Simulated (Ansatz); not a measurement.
TiO₂ — 47Ti NMR of the central transition

Cell: a COD entry, atoms as given.

Space group I4_1/amd:1 (No. 141); a = 3.7842, c = 9.5146 Å.

| site | Wyckoff | site symmetry | x | y | z |
| --- | --- | --- | --- | --- | --- |
| Ti | 4a | -4m2 | 0.0000 | 0.0000 | 0.0000 |
| O | 8e | 2mm. | 0.0000 | 0.0000 | 0.2081 |

One atom of each set is listed; the run and its k-mesh use a cell of 6 atoms with edges of 5.46, 5.46, 5.46 Å.

Computed with Ansatz: DFT, PBE, plane waves and PAW, scalar-relativistic, 420 eV cutoff, Γ-centred 11×11×11 k-points, Fermi–Dirac smearing 0.02 eV.

47Ti has I = 5/2 and Q = 302.0 mb (Pyykkö 2018); at 7.05 T its Larmor frequency is ν₀ = 16.9 MHz. Only the quadrupole interaction is simulated: positions count from each site's isotropic chemical shift, and shift anisotropy, dipolar and J coupling are left out.

Simulated pattern of one Ti site (static powder, Gaussian broadening 3 kHz):

(offset (kHz), height): (-43.47, 4), (-40.45, 81), (-37.43, 100), (-34.41, 64), (-31.39, 51), (-28.37, 44), (-25.35, 40), (-22.33, 38), (-19.31, 36), (-16.29, 35), (-13.28, 33), (-10.26, 33), (-7.24, 32), (-4.22, 32), (-1.20, 31), (1.82, 26), (4.84, 27), (7.86, 29), (10.88, 31), (13.90, 36), (16.92, 45), (19.94, 71), (22.96, 57), (25.98, 3)

Q: Which |C_Q| and η does the pattern imply?

A: The pattern spans 62.5 kHz before broadening and its centre of gravity is at -12.0 kHz, which fixes P_Q; the places of the horns and steps fix η. That gives P_Q = 5.82 MHz, |C_Q| = 5.82 MHz and η = 0.00. The sign of C_Q can't be read from the pattern.

An axis of threefold or higher order runs through Ti, so V_zz lies along it and η is zero.

At this cell the PBE pressure is 5 GPa, so with PBE the cell would grow if it were relaxed. The values hang on the deposited positions: relaxing the atoms moves V_zz on Ti from 0.80 to 1.23.

Hardware: 1 thread of Arm Neoverse V1 (aarch64; 8 cores open to the job, memory cap 3.0 GiB, no GPU), a shared host with a load of 0.6 a core. Wall time 20 s, CPU time 20 s, peak memory 0.47 GiB.
